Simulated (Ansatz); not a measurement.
Given:

P (diamond, Fd-3m), a = b = c = 5.4964 Å, α = β = γ = 90.00°; the cell used has 2 atoms.

This is the PBE-relaxed structure.

Q: All from PBE (plane waves, PAW; program Ansatz), unless another level is named. Give the electronic character.

A: metallic (no gap).

Q: Give the density of states at the Fermi level.

A: 0.62 states/eV per atom (mean over ±0.08 eV).

The start of the workflow was typed in or built on a structure type; neither database checked (COD, Materials Project) lists it. It is not the phase usual at ambient conditions (space group No. 64). The PBE relaxation kept the symmetry of its start; whether a distortion lowers the energy is not shown.

Potentials: the earlier of the program's two PAW sets.
